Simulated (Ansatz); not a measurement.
## Ti₃O: do energies and stresses tell the same story?

Theory: Ansatz, DFT PBEsol, scalar-relativistic, plane waves, PAW.

Cutoff 420 eV; k points 12×12×4 on the computed 16-atom cell (Γ-centred); Gaussian smearing, width 0.10 eV; no spin polarisation.

Relaxed cell: P-31c, a = 5.100 Å, b = 5.100 Å, c = 9.373 Å, α = 90.00°, β = 90.00°, γ = 120.00°, 16 atoms in the primitive cell. Whether it is the stable form of this composition wasn't checked.

Energies at zero smearing and pressures from the stress tensor, at volumes with shape and atoms relaxed:
```
V (Å³/atom) E − E(first) (meV/atom) P (GPa)
     11.610                     0.00    27.44
     12.006                   -56.94    18.95
     12.402                   -94.42    11.65
     12.797                  -115.17     5.38
     13.193                  -121.56     0.00
     13.589                  -115.63    -4.62
     13.985                   -99.15    -8.57
     14.512                   -63.38   -12.95
```

Question: Check P = −dE/dV between neighbouring volumes, and get the bulk modulus from the pressures alone.

Answer: With 1 eV/Å³ = 160.2 GPa:
| middle V (Å³/atom) | −ΔE/ΔV (GPa) | mean P (GPa) |
| --- | --- | --- |
| 11.808 | 23.050 | 23.193 |
| 12.204 | 15.173 | 15.298 |
| 12.599 | 8.398 | 8.516 |
| 12.995 | 2.586 | 2.691 |
| 13.391 | -2.400 | -2.311 |
| 13.787 | -6.672 | -6.595 |
| 14.249 | -10.858 | -10.757 |

The two differ by 0.14 GPa at most. The mean of two end pressures misses the average over a step by about ΔV² P″/12, up to 0.11 GPa here; with that taken off 0.04 GPa remains, from the smearing term (the stress is the derivative of the free energy), the finite cutoff, the mesh or the relaxation's tolerance. Around V = 13.193 Å³/atom, the two neighbours give B = −V ΔP/ΔV = 13.193 × 10.00 / 0.792 = 166.7 GPa, against B0 = 165.6 GPa from the Birch–Murnaghan fit of the energies.

Spin polarisation was left out, and a magnetic state may lie lower.

A ferromagnetic start lost its moments in a first run, so spin was left out; other magnetic orders weren't tried.

Cost: 9 runs of about 68 core-minutes in all, on Oxide Virtual Turin-like Processor (Zen 5) (shared hosts).